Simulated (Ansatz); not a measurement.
## Trial inputs on V4Ir

The reference input for Ansatz (plane-wave DFT with PAW):

```yaml
crystal:
  lattice:
    - [0.0, 2.207138, 10.306075]
    - [1.50986, 0.0, 10.306075]
    - [1.50986, 2.207138, 0.0]
  atoms:
    - { symbol: V, position: [0.397147, 0.397147, 0.602853], spin: 2.0 }
    - { symbol: V, position: [0.799489, 0.799489, 0.200511], spin: 2.0 }
    - { symbol: V, position: [0.200511, 0.200511, 0.799489], spin: 2.0 }
    - { symbol: V, position: [0.602853, 0.602853, 0.397147], spin: 2.0 }
    - { symbol: Ir, position: [0.0, 0.0, 0.0] }
basis:
  ecutwfc: 420
kpoints:
  mp_grid: { grid: [6, 6, 6] }
hamiltonian:
  xc: pbe
scf:
  occupations: { method: gaussian, width: 0.1 }
  lower_state_search: "off"
output:
  forces: true
  stress: true
  eigenvalues: true
  populations: true
magnetization:
  spin_polarized: true
```

Command:

```bash
ansatz run input.yaml --threads 1 --pin off --max-ram 1331MiB --backend cpu --events-out ev --progress --plain --runs-dir out
```

The run converges in 22 SCF iterations on 46 irreducible k-points: pressure -0.67 GPa, largest force 0.102 eV/Å, no gap, cell moment 0.00 μB. It warns that the starting moments were lost.

The inputs are trials, many of them unsound on purpose. Their numbers show the effect of the settings and aren't properties of the material. Each trial's input is given as a difference from the reference's; energies are extrapolated to zero smearing where there is one, and pressure is positive in compression. Charged cells sit in a uniform background, and their pressures hang on that convention.

Trial 1:

```diff
 crystal:
   atoms:
-    - { symbol: V, position: [0.397147, 0.397147, 0.602853], spin: 2.0 }
-    - { symbol: V, position: [0.799489, 0.799489, 0.200511], spin: 2.0 }
-    - { symbol: V, position: [0.200511, 0.200511, 0.799489], spin: 2.0 }
-    - { symbol: V, position: [0.602853, 0.602853, 0.397147], spin: 2.0 }
+    - { symbol: V, position: [0.397147, 0.397147, 0.602853] }
+    - { symbol: V, position: [0.799489, 0.799489, 0.200511] }
+    - { symbol: V, position: [0.200511, 0.200511, 0.799489] }
+    - { symbol: V, position: [0.602853, 0.602853, 0.397147] }
 kpoints:
-  mp_grid: { grid: [6, 6, 6] }
+  mp_grid: { grid: [2, 2, 2] }
 scf:
-  occupations: { method: gaussian, width: 0.1 }
-  lower_state_search: "off"
+  occupations: { method: gaussian, width: 0.0056 }
+  max_iter: 30
+  convergence: { dr2_threshold: "1e-4 eV" }
 output:
-  populations: true
-magnetization:
-  spin_polarized: true
```

The run converges in 12 SCF iterations on 5 irreducible k-points: energy 314 meV per atom above the reference, pressure -2.04 GPa, largest force 0.530 eV/Å, no gap. It warns that the SCF threshold is loose for the forces; that the SCF threshold is loose for the stress.

Trial 2:

```diff
 crystal:
   atoms:
-    - { symbol: V, position: [0.397147, 0.397147, 0.602853], spin: 2.0 }
-    - { symbol: V, position: [0.799489, 0.799489, 0.200511], spin: 2.0 }
-    - { symbol: V, position: [0.200511, 0.200511, 0.799489], spin: 2.0 }
-    - { symbol: V, position: [0.602853, 0.602853, 0.397147], spin: 2.0 }
+    - { symbol: V, position: [0.397147, 0.397147, 0.602853] }
+    - { symbol: V, position: [0.799489, 0.799489, 0.200511] }
+    - { symbol: V, position: [0.200511, 0.200511, 0.799489] }
+    - { symbol: V, position: [0.602853, 0.602853, 0.397147] }
 kpoints:
-  mp_grid: { grid: [6, 6, 6] }
+  mp_grid: { grid: [2, 2, 2] }
 hamiltonian:
-  xc: pbe
+  xc: pbesol
 scf:
-  lower_state_search: "off"
 output:
-  populations: true
-magnetization:
-  spin_polarized: true
```

The run converges in 9 SCF iterations on 5 irreducible k-points: pressure -9.83 GPa, largest force 0.459 eV/Å, no gap.

Trial 3:

```diff
 crystal:
   atoms:
-    - { symbol: V, position: [0.397147, 0.397147, 0.602853], spin: 2.0 }
-    - { symbol: V, position: [0.799489, 0.799489, 0.200511], spin: 2.0 }
-    - { symbol: V, position: [0.200511, 0.200511, 0.799489], spin: 2.0 }
-    - { symbol: V, position: [0.602853, 0.602853, 0.397147], spin: 2.0 }
+    - { symbol: V, position: [0.397147, 0.397147, 0.602853] }
+    - { symbol: V, position: [0.799489, 0.799489, 0.200511] }
+    - { symbol: V, position: [0.200511, 0.200511, 0.799489] }
+    - { symbol: V, position: [0.602853, 0.602853, 0.397147] }
 kpoints:
-  mp_grid: { grid: [6, 6, 6] }
+  mp_grid: { grid: [2, 2, 2], shift: [0.25, 0.25, 0.25] }
 hamiltonian:
-  xc: pbe
+  xc: lda
 scf:
-  lower_state_search: "off"
 output:
-  populations: true
-magnetization:
-  spin_polarized: true
```

The run converges in 10 SCF iterations on 8 irreducible k-points: pressure -15.59 GPa, largest force 0.198 eV/Å, no gap. It warns that the mesh lowers the symmetry.

Trial 4:

```diff
 crystal:
   atoms:
-    - { symbol: V, position: [0.397147, 0.397147, 0.602853], spin: 2.0 }
-    - { symbol: V, position: [0.799489, 0.799489, 0.200511], spin: 2.0 }
-    - { symbol: V, position: [0.200511, 0.200511, 0.799489], spin: 2.0 }
-    - { symbol: V, position: [0.602853, 0.602853, 0.397147], spin: 2.0 }
+    - { symbol: V, position: [0.397147, 0.397147, 0.602853] }
+    - { symbol: V, position: [0.799489, 0.799489, 0.200511] }
+    - { symbol: V, position: [0.200511, 0.200511, 0.799489] }
+    - { symbol: V, position: [0.602853, 0.602853, 0.397147] }
+total_charge: 0.1
 kpoints:
-  mp_grid: { grid: [6, 6, 6] }
+  mp_grid: { grid: [2, 2, 2] }
 scf:
-  lower_state_search: "off"
 output:
-  populations: true
-magnetization:
-  spin_polarized: true
```

The run converges in 9 SCF iterations on 5 irreducible k-points: pressure -0.68 GPa (with the neutralising background of the charged cell), largest force 0.457 eV/Å, no gap.